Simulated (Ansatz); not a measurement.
LaZn5:
Space group P6/mmm (No. 191); a = 5.425 Å, b = 5.425 Å, c = 4.203 Å, α = 90.00°, β = 90.00°, γ = 120.00°

```
atom  site  symmetry       x       y       z
----  ----  --------  ------  ------  ------
La      1a     6/mmm  0.0000  0.0000  0.0000
Zn      2c      -6m2  0.3333  0.6667  0.0000
Zn      3g       mmm  0.5000  0.5000  0.5000
```

Relaxed with r²SCAN.

Q: Tabulate the valence density and the electron localisation function along the shortest Zn–Zn contact (2.62 Å), plane-wave PAW r²SCAN (Ansatz code).

A: 

```csv
distance from Zn (Å),density (e/Å³),ELF
0.26,21.76,0.00
0.39,9.27,0.01
0.52,3.44,0.04
0.66,1.43,0.11
0.79,0.76,0.18
0.92,0.46,0.21
1.05,0.33,0.23
1.18,0.27,0.29
1.31,0.25,0.33
1.44,0.27,0.28
1.57,0.32,0.23
1.70,0.46,0.21
1.83,0.76,0.18
1.97,1.43,0.11
2.10,3.44,0.04
2.23,9.28,0.01
2.36,21.74,0.00
```

The density is the valence pseudo-density with augmentation charge, so density and ELF within about 1 Å of a nucleus are not all-electron values.

The workflow started from an entry of the Crystallography Open Database (COD, 296 K). Whether it is the stable phase at ambient conditions was not checked. Symmetry was held in the r²SCAN relaxation; its stability against distortions is not shown here. Axis ratios of metals converge slowly with the k-mesh, so a and c are less sure than the volume. Scalar-relativistic: spin–orbit coupling is off unless named, which matters more the heavier the elements.

Potentials: the later of the program's two PAW sets.
